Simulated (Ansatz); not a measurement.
CrN:
```xyz
2
Lattice="2.6469 0.0000 0.0000 -1.3235 2.2923 0.0000 0.0000 0.0000 2.5697" Properties=species:S:1:pos:R:3 pbc="T T T"
Cr     1.3235     0.7641     1.2848
N      0.0000     1.5282     0.0000
```

Relaxed with PBEsol. Special points in fractions of this cell's reciprocal vectors: Γ (0.000, 0.000, 0.000); M (0.500, 0.000, 0.000); K (0.333, 0.333, 0.000); A (0.000, 0.000, 0.500); L (0.500, 0.000, 0.500); H (0.333, 0.333, 0.500).

Q: List the band energies nearest the Fermi level at these points for DFT-PBEsol in the program Ansatz with PAW potentials.

A: In eV from the Fermi level; about four levels below and three above (degenerate sets whole), none deeper than 8.9 eV; … stands for higher levels left out; points with the same levels are listed once.

| k | below | above |
|---|---|---|
| Γ | -4.72 -4.72 -4.28 -2.67 | 0.31 0.31 … |
| M | -5.15 -3.80 -3.29 -0.10 | 1.22 1.38 … |
| K | -5.08 -0.96 -0.81 -0.02 | 0.61 … |
| A | -3.83 -3.83 -1.53 -1.53 | 0.75 … |
| L | -7.95 -7.29 -5.94 -1.27 | 1.05 1.32 2.40 |
| H | -8.76 -7.64 -4.91 -1.58 | 1.04 1.76 2.96 |

Space group P-6m2. The workflow started from a Materials Project entry (that database holds measured and hypothetical structures alike); the Crystallography Open Database copy checked does not list it. COD files the formula under space group No. 225, so this cell is another polymorph or a model. Whether it is the stable phase at ambient conditions was not checked. The cell was relaxed with PBEsol under the symmetry of its start; of distortions, only those at the zone centre were tested. The workflow began spin-polarised and lost its moments. The cell computed holds one magnetic atom, so no antiferromagnetic order was within reach.

Potentials: the later of the program's two PAW sets.
